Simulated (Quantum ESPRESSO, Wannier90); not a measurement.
# Wannier functions of CaSi (Cmcm)

```xyz
4
Lattice="0.0000 0.0000 3.9054 -4.5549 0.0000 0.0000 2.2775 -5.3457 0.0000" Properties=species:S:1:pos:R:3 pbc="T T T"
Ca     0.0000    -1.4809    -0.9764
Ca     0.0000     1.4809     0.9764
Si    -2.2775     0.7318    -0.9764
Si     2.2775    -0.7318     0.9764
```

Cell from Materials Project (mp-1563), symmetrised, no further relaxation. COD (Crystallography Open Database) has an entry of this formula and space group (matched by these alone). Level: PBEsol, no spin polarisation, no spin-orbit coupling; pw.x of Quantum ESPRESSO at 55 Ry with PseudoDojo potentials, 6×6×6 k-points, Wannier90. Density: 8×8×8 mesh, cold smearing 0.01 Ry.

Bands 9-10 form an isolated set from -10.18 to -4.89 eV relative to the Fermi level (on the path) and are turned into 2 Wannier functions by minimising the spread from the start: atomic waves Si 3s.

**Question.** Where do the functions sit, how wide are they and what are they made of?

**Answer.** 
| functions | spread (Å²) | nearest atom, distance (Å) | second atom, distance (Å) | weight on atomic waves |
|---|---|---|---|---|
| 2 | 2.93 | Si 0.11 | Si 2.38 | Si 3s 63 %, Si 3p 23 %, Ca 4s 9 % |

Ω_I = 5.66 Å², Ω_total = 5.85 Å²; the interpolated bands follow pw.x to 7.4 meV rms on the path. Only this start was tried; a symmetric start can stop on a saddle, and mixtures of these functions could lower the total by at most Ω_total − Ω_I.
